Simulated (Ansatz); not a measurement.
# KNiF3: do energies and stresses tell the same story?

Level of theory: DFT r2SCAN, scalar-relativistic, plane waves, PAW (Ansatz).

Plane waves to 500 eV, a k mesh through Γ of 8×8×8 on the computed 5-atom cell and Gaussian smearing (0.02 eV); collinear spin from starting moments 0 1.92 0 0 0 μB.

Relaxed cell: Pm-3m, a = 4.008 Å, b = 4.008 Å, c = 4.008 Å, α = 90.00°, β = 90.00°, γ = 90.00°, 5 atoms in the primitive cell. Whether it is the stable form of this composition wasn't checked.

Energies at zero smearing and pressures from the stress tensor, at volumes with shape and atoms relaxed:
```tsv
V (Å³/atom)	E − E(first) (meV/atom)	P (GPa)
11.335	0.00	15.36
11.721	-30.98	10.47
12.108	-51.14	6.37
12.494	-62.23	2.91
12.881	-65.65	0.00
13.267	-62.59	-2.46
13.653	-54.07	-4.54
14.169	-35.70	-6.81
```

Check P = −dE/dV between neighbouring volumes, and get the bulk modulus from the pressures alone.

With 1 eV/Å³ = 160.2 GPa:
| middle V (Å³/atom) | −ΔE/ΔV (GPa) | mean P (GPa) |
| --- | --- | --- |
| 11.528 | 12.846 | 12.915 |
| 11.915 | 8.360 | 8.423 |
| 12.301 | 4.597 | 4.642 |
| 12.687 | 1.416 | 1.455 |
| 13.074 | -1.266 | -1.232 |
| 13.460 | -3.533 | -3.500 |
| 13.911 | -5.713 | -5.674 |

The two differ by 0.07 GPa at most. The mean of two end pressures misses the average over a step by about ΔV² P″/12, up to 0.07 GPa here; with that taken off 0.01 GPa remains. Around V = 12.881 Å³/atom, the two neighbours give B = −V ΔP/ΔV = 12.881 × 5.37 / 0.773 = 89.6 GPa, against B0 = 89.1 GPa from the Birch–Murnaghan fit of the energies.

The state reached may not be the lowest one. The cell holds one magnetic atom, so it can only be ferromagnetic; an antiferromagnetic order may lie lower.

Only this magnetic start was tried.

Symmetry holds off the tilts and polar distortions that many cubic perovskites undergo.

Cost: 9 runs of about 6.4 core-minutes in all, on Arm Neoverse V2 (shared hosts).